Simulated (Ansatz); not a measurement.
Relaxing a structure of Ge2Rh

The relaxed structure here is a generated cell of Ge2Rh: the first start was made by a random draw of sites in a space group, and the end was not matched to a known phase here, so it may be hypothetical.

The start is a randomly generated symmetric cell of Ge2Rh (space group No. 160). A full variable-cell relaxation at zero pressure is run with r2SCAN (plane waves to 500 eV, PAW, scalar-relativistic; Ansatz, a quantum-chemistry and plane-wave program). The first steps use a coarse 5×5×5 k-mesh.

Starting cell:
```
CELL_PARAMETERS angstrom
      3.95048     2.28081     2.85549
     -3.95048     2.28081     2.85549
      0.00000    -4.56162     2.85549
ATOMIC_POSITIONS crystal
  Ge 0.56749 0.13592 0.85223
  Ge 0.85223 0.56749 0.13592
  Ge 0.13592 0.85223 0.56749
  Ge 0.85223 0.13592 0.56749
  Ge 0.13592 0.56749 0.85223
  Ge 0.56749 0.85223 0.13592
  Rh 0.33794 0.03602 0.33794
  Rh 0.33794 0.33794 0.03602
  Rh 0.03602 0.33794 0.33794
```

| Item | Value |
|---|---|
| Largest initial force | 8.29 eV/Å, on Ge1, Ge2, Ge3, Ge4, Ge5, Ge6 (atoms numbered as listed) |
| Outcome | The space group stays R3m (No. 160) (the run could not lower it), with 9 atoms in the primitive cell |
| Energy released | 1.43 eV/atom |
| Volume change | +21.5 %, from 17.15 to 20.84 Å³/atom |
| Shortest distances (start → end) | The closest pairs of elements (up to four, under 3.6 Å), start → end: Ge–Rh 1.98 → 2.40 Å; Ge–Ge 2.24 → 2.47 Å; Rh–Rh 2.39 → 2.63 Å |
| Band gap at the end | no gap (metallic) |
| Optimiser moves | 15 |

Final values are on a 8×8×8 k-mesh of the relaxed cell. No spin polarisation in the result. The relaxed primitive cell holds an odd number of electrons. A magnetic state may lie lower.

The run could not lose the symmetry of its start: the end is stationary, and may be a saddle point rather than a minimum.
